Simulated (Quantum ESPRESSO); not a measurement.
Empty bands for a GW run on MgO (rock salt, space group Fm-3m, No. 225): 74 bands on a 6×6×6 mesh, PBEsol, PseudoDojo standard norm-conserving files, scalar-relativistic, Quantum ESPRESSO. The input, in which only the diagonalization keyword changes:

```
&CONTROL
  calculation = 'nscf'
  pseudo_dir = './pseudo'
  outdir = './out'
/
&SYSTEM
  ibrav = 0
  nat = 2
  ntyp = 2
  ecutwfc = 84.0
  ecutrho = 336.0
  occupations = 'fixed'
  force_symmorphic = .true.
  nbnd = 74
/
&ELECTRONS
  conv_thr = 2e-09
  diago_full_acc = .true.
  diago_thr_init = 1e-08
  diagonalization = 'david'
/
ATOMIC_SPECIES
O 15.9990 O.upf
Mg 24.3050 Mg.upf
CELL_PARAMETERS angstrom
  0.000000000000   2.106418767000   2.106418767000
  2.106418767000   0.000000000000   2.106418767000
  2.106418767000   2.106418767000   0.000000000000
ATOMIC_POSITIONS crystal
O   0.500000000000   0.500000000000   0.500000000000
Mg   0.000000000000   0.000000000000   0.000000000000
K_POINTS automatic
6 6 6 0 0 0
```

```tsv
diagonalization	mean iterations per k point	rough time	largest change of an eigenvalue (eV)
david	14	1	–
cg	33	within a factor of two	2e-07
paro	12	within a factor of two	2e-09
```

An iteration means different work in each solver, so the counts don't rank them. Times are rough ratios from shared machines.

Geometry relaxed with PBEsol.
